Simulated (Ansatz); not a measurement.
## Structures of BaPbO$_{3}$: which is lowest?

Plane-wave DFT in Ansatz with scalar-relativistic PAW potentials, cutoff 420 eV, Γ-centred meshes chosen by cell and gap, Gaussian smearing with energies taken to zero width. Every cell was relaxed (cell and atoms) in a run of its own, within the symmetry of its start. Functional: PBEsol.

Relaxed structures (starts from databases or built by putting these elements on another compound's sites):
A. Pm-3m, 5 atoms in the computed cell, a = 4.282 Å; sites (symmetry × multiplicity) Ba m-3m × 1, Pb m-3m × 1, O 4/mm.m × 3; start: database
B. Imma, 10 atoms in the computed cell, a = 6.022 Å, b = 8.514 Å, c = 6.111 Å; sites (symmetry × multiplicity) Ba mm2 × 4, Pb 2/m.. × 4, O .2. × 8 + mm2 × 4; start: database

Problem. Rank them by energy. Could pressure change the order?

Solution.
| structure | group | E − E(lowest) (meV/atom) | V (Å³/atom) | gap on mesh (eV) |
| --- | --- | --- | --- | --- |
| B | Imma | 0.0 | 15.67 | 0.27 |
| A | Pm-3m | 32 | 15.70 | 0.00 |

B is lowest, 32 meV/atom under A. The two lowest differ in volume by under 3 %, too little for a first-order estimate of what pressure does to that pair (other pairs aren't weighed here); with rigid cells even 3 % in favour of the higher one would need about 11 GPa. Other structures may lie lower than all of these, and vibrations aren't counted.

Spin-orbit coupling is left out, which matters for the bands of heavy elements. For Tl, Pb and Bi spin-orbit coupling shifts energies too.